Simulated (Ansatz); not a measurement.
ScPdN₂:
```cif
data_N6Pd3Sc3
_chemical_formula_sum 'Sc3 Pd3 N6'
_space_group_name_H-M_alt 'R-3m :H'
_space_group_IT_number 166
_space_group_name_Hall '-R 3 2"'
_cell_length_a 3.28378
_cell_length_b 3.28378
_cell_length_c 17.83309
_cell_angle_alpha 90.000
_cell_angle_beta 90.000
_cell_angle_gamma 120.000
loop_
_atom_site_label
_atom_site_type_symbol
_atom_site_symmetry_multiplicity
_atom_site_Wyckoff_symbol
_atom_site_fract_x
_atom_site_fract_y
_atom_site_fract_z
_atom_site_occupancy
Sc1 Sc 3 b 0.00000 0.00000 0.50000 1
Pd1 Pd 3 a 0.00000 0.00000 0.00000 1
N1 N 6 c 0.00000 0.00000 0.10645 1
```
(The calculation used a cell of 4 atoms; values per cell refer to that cell.)

Relaxed at zero pressure with plane-wave PAW PBE (Ansatz code).

Task: The volume is lowered by 6 % and shape and atoms relax at that volume. What pressure results, and how do the axes share the change?

Result: 8.0 GPa; a -3.1 %, b -3.1 %, c 0.2 %; the energy rises by 20 meV/atom.

Task: Give the new structure.

Result: 
Space group R-3m, hexagonal axes (No. 166); a = 3.181 Å, b = 3.181 Å, c = 17.863 Å, α = 90.00°, β = 90.00°, γ = 120.00°

```
atom  site  symmetry       x       y       z
----  ----  --------  ------  ------  ------
Sc      3b       -3m  0.0000  0.0000  0.5000
Pd      3a       -3m  0.0000  0.0000  0.0000
N       6c        3m  0.0000  0.0000  0.1054
```

The phase is kept; no other phase was compared at this pressure.

The start of the workflow was typed in or built on a structure type; neither database checked (COD, Materials Project) lists it. Whether it is the stable phase at ambient conditions was not checked. The PBE relaxation kept the symmetry of its start; its stability against distortions is not shown here. The run is not spin-polarised.

Potentials: the later of the program's two PAW sets.
